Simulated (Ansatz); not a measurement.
Ansatz (a program for electronic structure) input:

Ansatz 0.2 input:
```yaml
crystal:
  lattice:
    - [4.2428155676, 0.0, 0.0]
    - [0.0, 4.2428155676, 0.0]
    - [0.0, 0.0, 6.0107984878]
  atoms:
    - { symbol: Hg, position: [0.5, 0.0, 0.7625812082] }
    - { symbol: Hg, position: [0.0, 0.5, 0.2374187918] }
    - { symbol: Se, position: [0.0, 0.0, 0.5] }
    - { symbol: S, position: [0.5, 0.5, 0.0] }
kpoints:
  mp_grid: { grid: [10, 10, 7] }
basis: { xc_grid: 2, fft_grid_basis: typed }
hamiltonian:
  xc: pbesol
  pseudopotentials: { kind: paw }
scf:
  occupations: { method: gaussian, width: 0.05 }
checkpoint: { read: metal.run }
output: { write_density: true, elf: true, volumetric_format: npy }
```

Output (shortened):

```
Pseudopotential: Hg, paw, valence charge 20
Pseudopotential: Se, paw, valence charge 16
Pseudopotential: S, paw, valence charge 6
Functional definition: PBEsol
Crystal: 4 atoms, lattice volume = 108.203 Å³
Basis set: ecut = 420 eV, 2101 PW (Γ), exchange–correlation on 60×60×90 points (8 copies of the dense FFT grid, shifted against one another)
Bands: 38, of which v1, the nominal top of the filled ones, is band 31 counted from 1 (30 counted from 0)
Symmetry: 8 space group operations
Space group: P-4m2 (ITA 115), of the structure as read, at distance tolerance 4.8e-5 Å
k-points: 84 of 700 (time reversal used)
Stability of the state it starts from, as read at its close in the unpolarized treatment …
iter 1 solved again at ethr=1.51e-7 eV; its pass at ethr=3.10e-3 eV (dr2=9.39e-5 eV) is discarded
SCF iter   1: F=—  HF=-33645.887385 eV  |F-HF|=—  |Δ(HF+E_count)|=         —  Δρ=3.50e-7  dr2=1.81e-10  ethr=1.51e-7  ⟨swp⟩=3.0  Hψ=20648  notcnv=0
preconditioner: auto → Resta (q_TF=auto, 2.486 Å⁻¹)
SCF iter   2: F=-33645.887385 eV  HF=-33645.887385 eV  |F-HF|=7.28e-12  |Δ(HF+E_count)|=   2.55e-8  Δρ=1.74e-7  dr2=6.19e-11  ethr=1.00e-12  ⟨swp⟩=6.8  Hψ=13181  notcnv=0
SCF 1 converged in 2 iterations: F = -33645.887385 eV  dr2 = 6.19e-11
SCF converged after 2 iterations
Free energy (F): -33645.887385 eV
Harris-Foulkes:  -33645.887385 eV  (|F-HF|=7.28e-12)
Internal energy: -33645.887241 eV  (E = F + TS)
E sigma→0 (E₀):  -33645.887313 eV
Entropy (-TS):   -0.000143 eV (-0.036 meV/atom)
Fermi energy:    8.227576 eV
--- Per-component energies (eV) ---
  E_band       = -1387.180159
  E_kinetic    = 1429.877745
  E_local      = -9408.392822  (includes V_loc(G=0)·N_el)
  E_nonlocal   = -410.030706
  E_hartree    = 4190.047275
  E_xc         = -635.312321
  E_vxc        = -706.210229  (∫ρ·V_xc dr)
  E_paw        = -22052.824462  (= ΣΔE_a)
  E_vpaw       = -672.519744  (= ΣTr[D̂ρ^β])
  E_aug_tail   = 0.001224  (compensation charges beyond the density's cutoff)
  E_ewald      = -6760.980877
  E_core_change = 1.727702  (= ΣΔE_core)
  E_smearing   = -0.000143  (= −TS)
  E_closure    = 0.000000  (closes the sum)
  Σ components = -33645.887385   (vs F -33645.887385, Δ=0.00e0)
  [band-id]    e_kinetic+e_local+e_nonlocal+2·e_hartree+e_vxc+e_vpaw+e_augmentation_tail = -1387.179982   (vs E_band -1387.180159, Δ=1.77e-4)
--- Band table (eV; the first three rows and the last of 84) ---
  k-point 0: bands = ["-106.1510", "-106.1510", "-54.5694", "-54.5694", "-54.5650", "-54.5644", "-54.5592", "-54.5592", "-39.1907", "-39.1902", "-39.1902", "-39.1783", "-39.1751", "-5.0648", "-4.3953", "1.1423", "1.1510", "1.1510", "1.3190", "1.7121", …
  k-point 1: bands = ["-106.1510", "-106.1510", "-54.5694", "-54.5694", "-54.5649", "-54.5644", "-54.5592", "-54.5592", "-39.1907", "-39.1902", "-39.1902", "-39.1783", "-39.1751", "-5.0338", "-4.4297", "1.1402", "1.1712", "1.1712", "1.3091", "1.6777", …
  k-point 2: bands = ["-106.1510", "-106.1510", "-54.5694", "-54.5694", "-54.5649", "-54.5645", "-54.5592", "-54.5592", "-39.1907", "-39.1902", "-39.1902", "-39.1783", "-39.1751", "-4.9463", "-4.5251", "1.1387", "1.2288", "1.2288", "1.2751", "1.5890", …
  k-point 83: bands = ["-106.1510", "-106.1510", "-54.5698", "-54.5697", "-54.5646", "-54.5646", "-54.5597", "-54.5594", "-39.1907", "-39.1903", "-39.1903", "-39.1782", "-39.1751", "-4.4318", "-4.3561", "1.4391", "1.4391", "1.5423", "1.6377", "1.8256", …
```

Cost: around 26 core-seconds (rough) on shared cores.

The workflow started from a Materials Project entry (that database holds measured and hypothetical structures alike); the Crystallography Open Database copy checked does not list it. Whether it is the stable phase at ambient conditions was not checked. The cell was relaxed with PBEsol under the symmetry of its start; its stability against distortions is not shown here. Scalar-relativistic: spin–orbit coupling is off unless named, which matters more the heavier the elements.

Potentials: the later of the program's two PAW sets.

Ansatz is a plane-wave DFT program.
